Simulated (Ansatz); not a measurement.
LiIn in space group Fd-3m (No. 227; In on 8a, Li on 8b) under volume change, DFT-PBEsol in the program Ansatz with PAW potentials, scaled uniformly.

```json
[
 {"V (Å³/atom)": "17.730", "E − E(relaxed) (meV/atom)": "22.7", "P (GPa)": "4.56"},
 {"V (Å³/atom)": "18.315", "E − E(relaxed) (meV/atom)": "9.5", "P (GPa)": "2.76"},
 {"V (Å³/atom)": "18.899", "E − E(relaxed) (meV/atom)": "2.2", "P (GPa)": "1.26"},
 {"V (Å³/atom)": "19.484", "E − E(relaxed) (meV/atom)": "0.0", "P (GPa)": "0.00"},
 {"V (Å³/atom)": "20.069", "E − E(relaxed) (meV/atom)": "2.0", "P (GPa)": "-1.06"},
 {"V (Å³/atom)": "20.653", "E − E(relaxed) (meV/atom)": "7.5", "P (GPa)": "-1.96"},
 {"V (Å³/atom)": "21.238", "E − E(relaxed) (meV/atom)": "16.1", "P (GPa)": "-2.71"}
]
```

Q: What does a third-order Birch–Murnaghan fit give for V₀, B₀ and B′?

A: V₀ = 19.48 Å³/atom, B₀ = 38.6 GPa, B′ = 4.8.

The workflow started from an entry of the Crystallography Open Database (COD). Whether it is the stable phase at ambient conditions was not checked. The PBEsol relaxation kept the symmetry of its start; of distortions, only those at the zone centre were tested.

Potentials: the later of the program's two PAW sets.
